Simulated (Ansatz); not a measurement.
Space group I4/mmm (No. 139). a = 4.299 Å, b = 4.299 Å, c = 10.236 Å, α = 90.00°, β = 90.00°, γ = 90.00°
```
atom site symmetry x y z
  Ca    2a     4/mmm  0.0000  0.0000  0.0000
  As    4e       4mm  0.0000  0.0000  0.3803
  Pd    4d      -4m2  0.0000  0.5000  0.2500
```

Equation of state of this CaAs₂Pd₂ structure (not necessarily the ground state), with shape and atoms relaxed at each volume where symmetry leaves them free. It has no gap at any of these volumes. All numbers below come from Ansatz 0.2.0, DFT r2SCAN, scalar-relativistic, plane waves, PAW.

Plane waves to 500 eV, a k mesh through Γ of 12×12×12 on the computed 5-atom cell and Gaussian smearing (0.10 eV); no spin polarisation.

| V (Å³/atom) | E − E(largest V) (meV/atom) | P (GPa) |
| --- | --- | --- |
| 16.648 | 58.00 | 16.84 |
| 17.215 | 8.12 | 11.46 |
| 17.783 | -24.21 | 6.95 |
| 18.350 | -41.92 | 3.17 |
| 18.918 | -47.39 | 0.00 |
| 19.485 | -42.52 | -2.67 |
| 20.053 | -28.98 | -4.89 |
| 20.810 | 0.00 | -7.26 |

Task: Fit a third-order Birch–Murnaghan equation to E(V).

Result: V0 = 18.92 Å³/atom, B0 = 97 GPa, B0' = 4.9.

Cost: 8 runs of about 25 core-minutes in all, on Oxide Virtual Turin-like Processor (Zen 5) (shared hosts).